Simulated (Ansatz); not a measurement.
**ReP2, one cell by several methods**

```
CELL_PARAMETERS angstrom
0.00000 2.87279 2.87279
2.87279 0.00000 2.87279
2.87279 2.87279 0.00000
ATOMIC_POSITIONS crystal
Re 0.00000 0.00000 0.00000
P 0.25000 0.25000 0.25000
P 0.75000 0.75000 0.75000
```

Atoms are numbered in the order listed.

The structure comes from a relaxation in the same program, started in the fluorite type, and has space group Fm-3m. Whether it is a known phase or the ground state wasn't checked.

Spin polarisation is left out, and whether a magnetic state lies lower isn't shown here.

Spin–orbit coupling is left out, though it moves levels of the heavy atoms by tenths of an eV or more.

Levels of theory: DFT, PBE, PAW with Ansatz's default frozen-core files, scalar-relativistic (Ansatz 0.2.0); DFT, PBE, all-electron LAPW, scalar-relativistic (Ansatz 0.2.0).

For PAW: a Γ-centred 11×11×11 k mesh, Fermi–Dirac smearing of 0.03 eV, cutoff 420 eV, no spin polarisation. LAPW targets a basis error of 0.5 meV/atom. The Ansatz runs share mesh, smearing and spin set-up. Plane-wave (PAW) pressures include the program's estimate of the Pulay term.

Stress and pressure are positive in compression.

Levels count from the Fermi level.

PAW results:

```
                      quantity     PAW
                pressure (GPa)    0.00
highest filled level at K (eV)  -0.540
  lowest empty level at K (eV)   0.080
highest filled level at L (eV)  -0.909
  lowest empty level at L (eV)   3.259
highest filled level at Γ (eV)  -1.540
  lowest empty level at Γ (eV)   1.643
```

Q: What does LAPW (all electrons) give for the same quantities?

A: 
```tsv
quantity	LAPW
pressure (GPa)	0.02
highest filled level at K (eV)	-0.541
lowest empty level at K (eV)	0.080
highest filled level at L (eV)	-0.909
lowest empty level at L (eV)	3.258
highest filled level at Γ (eV)	-1.541
lowest empty level at Γ (eV)	1.645
```
